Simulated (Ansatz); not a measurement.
Ca-43 NMR of the central transition in CaSiO3

Cell: a COD entry, its atoms then relaxed with PBE in this cell.

Space group P-1 (No. 2); a = 6.6501, b = 6.6970, c = 9.2986 Å, α = 69.58°, β = 83.46°, γ = 76.23°.

```csv
site,Wyckoff,site symmetry,x,y,z
Ca1,2i,1,0.7372,0.7565,0.0003
Ca3,2i,1,0.5743,0.9205,0.3356
Ca5,2i,1,0.9117,0.2679,0.3519
Si7,2i,1,0.4570,0.4763,0.3017
Si9,2i,1,0.2287,0.7256,0.0156
Si11,2i,1,0.1065,0.8366,0.2948
O13,2i,1,0.5452,0.2276,0.4046
O15,2i,1,0.6402,0.6114,0.2637
O17,2i,1,0.3623,0.4918,0.1375
O19,2i,1,0.1125,0.6565,0.9044
O21,2i,1,0.3725,0.9007,0.9399
O23,2i,1,0.0432,0.8081,0.1358
O25,2i,1,0.9113,0.8811,0.4080
O27,2i,1,0.2332,0.0280,0.2573
O29,2i,1,0.2529,0.5937,0.3889
```

One atom of each set is listed.

Computed with Ansatz: DFT, PBE, plane waves and PAW, scalar-relativistic, 420 eV cutoff, Γ-centred 4×4×3 k-points, Fermi–Dirac smearing 0.02 eV.

Ca-43 has I = 7/2 and Q = -40.80 mb (Pyykkö 2018); at 7.05 T its Larmor frequency is ν₀ = 20.2 MHz. Only the quadrupole interaction is simulated: positions count from each site's isotropic chemical shift, and J coupling is left out, as are shift anisotropy and dipolar coupling, which fast spinning averages.

The Ca sites: Ca1 (2 atoms; 8 O at 2.34–2.66 Å); Ca3 (2 atoms; 6 O at 2.32–2.44 Å); Ca5 (2 atoms; 7 O at 2.27–2.89 Å).

Fitted components of the simulated spectrum:

```
component  |C_Q| (MHz)     η
        A         2.23  0.74
        B         3.37  0.67
        C         4.11  0.95
```

Task: Which site most likely gives which component?

Result: By the calculation, A is Ca3, B is Ca1, C is Ca5. Like point charges on the first shell alone (each adding as 1/d³) would give another order (Ca1 < Ca3 < Ca5): the covalent part of each bond and the atoms beyond the first shell count as well.
